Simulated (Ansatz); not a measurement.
CrO$_{2}$ (rutile)

```xyz
6
Lattice="4.3924 0.0000 0.0000 0.0000 4.3924 0.0000 0.0000 0.0000 2.8875" Properties=species:S:1:pos:R:3 pbc="T T T"
Cr     0.0000     0.0000     0.0000
Cr     2.1962     2.1962     1.4438
O      1.3322     1.3322     0.0000
O      3.5284     0.8640     1.4438
O      0.8640     3.5284     1.4438
O      3.0602     3.0602     0.0000
```

The volume is varied about the relaxed value V₀ at fixed cell shape. The atoms relax within the cell's symmetry.

Level of theory: PBEsol (plane waves to 420 eV, PAW, scalar-relativistic; Ansatz, a program for electronic structure). k mesh 11×11×16 (Γ-centred), Fermi-Dirac smearing 0.05 eV. E stands for the smeared free energy. Stress and pressure are positive under compression. With the shape held, the modulus is that of even scaling; a crystal free to change shape is softer. CrO2 is run spin-polarised and with no Hubbard U. CrO2 was relaxed with its symmetry unable to fall. Relaxed CrO2 ends ferromagnetic. The magnetic order is the one the run started from; other orders were not tried. The zero of ΔE is the relaxed starting cell.

```csv
V/V₀,ΔE (meV/atom),moment (μB/cell),P (GPa)
0.900,92,4.00,35.0
0.917,62,4.00,27.7
0.933,38,4.00,21.1
0.950,21,4.00,15.0
0.967,9,4.00,9.6
0.983,2,4.00,4.5
1.000,0,4.00,0.0
1.017,2,4.00,-4.1
1.033,8,4.00,-7.9
1.050,17,4.00,-11.3
1.067,30,4.00,-14.4
1.083,45,4.00,-17.2
1.100,63,4.00,-19.7
```

Read from the data:

```
Quantity                                                                     Result
---------------------------------------------------------------------  ------------
Pressure at the smallest volume                                            35.0 GPa
Energy cost of the largest compression                                  92 meV/atom
Energy cost of the largest expansion                                    63 meV/atom
Bulk modulus at fixed cell shape B₀ (third-order Birch-Murnaghan fit)       260 GPa
Pressure derivative B₀′ (fit)                                                   4.7
Equilibrium volume of the fit                                          9.28 Å³/atom
Pressure for 5 % compression (fit)                                         15.0 GPa
```

(Under strain, the slope of the energy per volume gives the stress and its curvature an elastic modulus.)
